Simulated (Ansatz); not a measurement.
The geometry is COD entry 1523310, unchecked; take it as a test cell. The listed cell was then made from it by scaling, straining or moving an atom.

An input for YHg: DFT, LDA, all-electron LAPW, scalar-relativistic (Ansatz 0.2.0).

Command: `ansatz run input.yaml --threads 1 --pin off --max-ram 3072MiB --backend cpu --events-out ev --progress --plain --runs-dir out` The run took 64 s on 1 thread of Arm Neoverse V2 (shared host), peak memory 0.62 GiB.

```yaml
crystal:
  lattice:
    - [3.64518, 0.0, 0.0]
    - [0.0, 3.64518, 0.0]
    - [0.0, 0.0, 3.682]
  atoms:
    - { symbol: "Y", position: [0.5, 0.5, 0.5] }
    - { symbol: Hg, position: [0.0, 0.0, 0.0] }
kpoints:
  mp_grid: { grid: [11, 11, 11] }
  band_path:
    path:
      - [0.0, 0.0, 0.0]
      - [0.0, 0.5, 0.0]
      - [0.5, 0.5, 0.0]
      - [0.0, 0.0, 0.0]
      - [0.0, 0.0, 0.5]
      - [0.0, 0.5, 0.5]
      - [0.5, 0.5, 0.5]
      - [0.0, 0.0, 0.5]
      - [0.0, 0.5, 0.0]
    npoints: 5
scf:
  occupations: { method: fermi_dirac, width: 0.08 }
hamiltonian:
  xc: lda
  pseudopotentials: { kind: all_electron, lapw: { basis_error: 0.00025 } }
output:
  forces: true
  stress: true
  eigenvalues: true
```

Set-up and iterations as logged by Ansatz (the results part is left out, to be predicted):

```
LAPW: plane waves up to 7.419 Å⁻¹, error target 2.5e-4 eV per atom; small_component_spin mean_spin; Y in spheres of 1.518 Å, 27 of its electrons in bands, Dirac shells []; Hg in spheres of 1.649 Å, 34 of its electrons in bands, Dirac shells []
Engine: ansatz 0.2.0
Pseudopotentials: kind: all_electron
Pseudopotential: Y, LAPW, valence charge 27, Koelling and Harmon's equation, gaussian nucleus
Pseudopotential: Hg, LAPW, valence charge 34, Koelling and Harmon's equation, gaussian nucleus
Functional definition: SPW92
  exchange = slater_x
  correlation = pw_c
Crystal: 2 atoms, lattice volume = 48.924 Å³
Basis set: ecut = 209.71226917132836 eV, 341 PW (Γ), exchange–correlation at level 2
Bands: 37, of which v1, the nominal top of the filled ones, is band 31 counted from 1 (30 counted from 0)
Symmetry: 16 space group operations
Space group: P4/mmm (ITA 123), of the structure as read, at distance tolerance 3.7e-5 Å
k-points: 126 of 1331
Non-local potential: Y, projectors of the file, none
Non-local potential: Hg, projectors of the file, none
Initial density: superposition of atomic densities (chi_scale 0.1, normalization cell, long waves kept (reshape's long-wave potential 0.00 eV rms))
Initial wavefunctions: plane waves of lowest kinetic energy (no species holds an atomic orbital)
Functional: x = slater, c = lda
iter 1 solved again at ethr=9.90e-5 eV; its pass at ethr=1.00e-1 eV (dr2=6.04e-2 eV) is discarded
SCF iter   1: F=—  HF=-625557.066247 eV  |F-HF|=—  |Δ(HF+E_count)|=         —  Δρ=1.24e-2  dr2=6.05e-2  ethr=9.90e-5  ⟨swp⟩=3.0  Hψ=28977  notcnv=0
SCF iter   2: F=—  HF=-625556.761169 eV  |F-HF|=—  |Δ(HF+E_count)|=   3.05e-1  Δρ=9.17e-3  dr2=9.25e-2  ethr=9.90e-5  ⟨swp⟩=3.0  Hψ=15676  notcnv=0
SCF iter   3: F=—  HF=-625556.668915 eV  |F-HF|=—  |Δ(HF+E_count)|=   9.23e-2  Δρ=6.17e-3  dr2=3.34e-2  ethr=9.90e-5  ⟨swp⟩=2.0  Hψ=13928  notcnv=0
SCF iter   4: F=—  HF=-625556.662810 eV  |F-HF|=—  |Δ(HF+E_count)|=         —  Δρ=3.26e-3  dr2=1.16e-2  ethr=5.47e-5  ⟨swp⟩=2.0  Hψ=13588  notcnv=0
the basis was enlarged: its passes take 588.6 KiB over the memory plan, 1 of 1 planned eigensolver slots
SCF iter   5: F=—  HF=-625556.661092 eV  |F-HF|=—  |Δ(HF+E_count)|=   1.72e-3  Δρ=1.42e-3  dr2=2.41e-3  ethr=1.89e-5  ⟨swp⟩=2.0  Hψ=13826  notcnv=0
iter 6 solved again at ethr=7.83e-8 eV; its pass at ethr=3.96e-6 eV (dr2=4.78e-5 eV) is discarded
SCF iter   6: F=—  HF=-625556.660603 eV  |F-HF|=—  |Δ(HF+E_count)|=   4.89e-4  Δρ=3.33e-4  dr2=4.77e-5  ethr=7.83e-8  ⟨swp⟩=2.0  Hψ=23511  notcnv=0
SCF iter   7: F=—  HF=-625556.660599 eV  |F-HF|=—  |Δ(HF+E_count)|=   3.28e-6  Δρ=1.74e-4  dr2=2.73e-5  ethr=7.82e-8  ⟨swp⟩=2.0  Hψ=13920  notcnv=0
SCF iter   8: F=—  HF=-625556.660592 eV  |F-HF|=—  |Δ(HF+E_count)|=   7.53e-6  Δρ=1.04e-4  dr2=9.47e-6  ethr=4.48e-8  ⟨swp⟩=2.0  Hψ=13920  notcnv=0
SCF iter   9: F=—  HF=-625556.660591 eV  |F-HF|=—  |Δ(HF+E_count)|=   1.35e-6  Δρ=1.97e-5  dr2=2.48e-7  ethr=1.55e-8  ⟨swp⟩=2.0  Hψ=13920  notcnv=0
SCF iter  10: F=-625556.660591 eV  HF=-625556.660591 eV  |F-HF|=2.69e-8  |Δ(HF+E_count)|=   8.03e-9  Δρ=8.79e-6  dr2=6.29e-8  ethr=4.07e-10  ⟨swp⟩=2.0  Hψ=13920  notcnv=0
```

Spin polarisation is left out, and whether a magnetic state lies lower isn't shown here.

(1) What pressure will this run report?

(2) Is there a band gap?

## Answers

(1) -2.11 GPa (positive in compression).

(2) none: with an odd electron count and no spin polarisation the bands can't all be full, a metal in this set-up (spin order or a larger cell could open a gap).
